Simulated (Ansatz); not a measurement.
# Computed properties of BePd

BePd:
```cif
data_BePd
_chemical_formula_sum 'Be1 Pd1'
_space_group_name_H-M_alt 'Pm-3m'
_space_group_IT_number 221
_space_group_name_Hall '-P 4 2 3'
_cell_length_a 2.77244
_cell_length_b 2.77244
_cell_length_c 2.77244
_cell_angle_alpha 90.000
_cell_angle_beta 90.000
_cell_angle_gamma 90.000
loop_
_atom_site_label
_atom_site_type_symbol
_atom_site_symmetry_multiplicity
_atom_site_Wyckoff_symbol
_atom_site_fract_x
_atom_site_fract_y
_atom_site_fract_z
_atom_site_occupancy
Be1 Be 1 a 0.00000 0.00000 0.00000 1
Pd1 Pd 1 b 0.50000 0.50000 0.50000 1
```

Space group Pm-3m (No. 221), CsCl type; conventional cell a = 2.772 Å, b = 2.772 Å, c = 2.772 Å, α = 90.00°, β = 90.00°, γ = 90.00°.

Method: the program Ansatz at the LDA level (PAW). The cell and atoms are relaxed at this level. Other levels are named where they apply.

### Cell and energy

```json
{
  "volume_per_atom": "10.66 Å³",
  "density": "8.99 g/cm³",
  "Formation energy from the elements (no fitted shifts)": "-633 meV/atom"
}
```

### Electronic structure

```json
{
  "electronic_character": "metallic (no gap)",
  "Density of states at the Fermi level": "0.48 states/eV per atom (mean over ±0.08 eV)"
}
```

### Mechanics

```json
{
  "Bulk modulus (Birch–Murnaghan fit)": "206 GPa",
  "Pressure derivative B′": "4.6",
  "Elastic constants (relaxed ions, GPa)": "C11 = 237, C12 = 191, C44 = 92.3",
  "mechanical_stability": "stable (all eigenvalues of C positive)",
  "hill_bulk_and_shear_moduli": "206 and 53.3 GPa",
  "Young's modulus": "147 GPa",
  "Poisson's ratio": "0.38",
  "debye_temperature_from_the_elastic_constants": "372 K"
}
```

### Phonons

```json
{
  "highest_zone_centre_frequency": "386 cm^-1",
  "zone_centre_stability": "no imaginary mode at Γ"
}
```

The first step of the workflow began from a Materials Project structure, measured or hypothetical; the Crystallography Open Database files this formula in space group No. 221, but the cells were not matched. Its standing as an ambient phase is unchecked. The cell was relaxed with LDA under the symmetry of its start. The run is not spin-polarised. As this level gives no gap, shear constants depend on the k-mesh and smearing (Fermi–Dirac, 0.1 eV here). As this level gives no gap, phonon frequencies hold no LO–TO term and depend on the k-mesh and smearing (Fermi–Dirac, 0.1 eV here). The references are the lowest solids computed at this level, not always the standard phases. Scalar-relativistic: spin–orbit coupling is off unless named, which matters more the heavier the elements.

Potentials: the later of the program's two PAW sets.
